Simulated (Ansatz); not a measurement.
Relaxed CdS (zinc blende):

```xyz
4
Lattice="0.0000 5.9266 5.9266 2.9633 2.9633 5.9266 2.9633 2.9633 0.0000" Properties=species:S:1:pos:R:3 pbc="T T T"
S      4.4450     4.4450     4.4450
S      4.4450     7.4083     7.4083
Cd     0.0000     0.0000     0.0000
Cd     2.9633     5.9266     2.9633
```

A phonon eigenvector at X = (0.5, 0.5, 0.0) is frozen into this cell: atom i moves by Q times the vector below, so Q is the largest atomic displacement, in Å. The cell is held. (q is in reciprocal vectors of the primitive cell; the cell shown is doubled to hold the pattern.)

```tsv
atom	x	y	z
S1	0.000	0.000	-1.000
S2	0.000	0.000	1.000
```

Atoms not listed stay in place.

Level of theory: PBE (plane waves to 420 eV, PAW, scalar-relativistic; Ansatz, a first-principles code). k mesh 10×10×10 (Γ-centred), Fermi-Dirac smearing 0.05 eV. E stands for the smeared free energy. Stress and pressure are positive under compression. CdS was relaxed with its symmetry unable to fall. The zero of ΔE is the undisplaced structure.

```
Q (Å)   P (GPa)  ΔE (meV/cell)
------  -------  -------------
-0.280     2.12            672
-0.233      [?]            468
-0.187     0.95            301
-0.140     0.53            [?]
-0.093     0.24            [?]
-0.047     0.06            [?]
0.000      0.00              0
0.047      0.06            [?]
0.093      0.24            [?]
0.140      0.53            [?]
0.187      0.95            301
0.233       [?]            468
0.280      2.12            672
```

Task: Complete the blanks.

Result: 
- -0.233, P (GPa): 1.48
- -0.140, ΔE (meV/cell): 169
- -0.093, ΔE (meV/cell): 75
- -0.047, ΔE (meV/cell): 19
- 0.047, ΔE (meV/cell): 19
- 0.093, ΔE (meV/cell): 75
- 0.140, ΔE (meV/cell): 169
- 0.233, P (GPa): 1.48

(A displaced cell: forces are minus the slopes of the energy, force constants its curvatures, and phonons follow from these.)
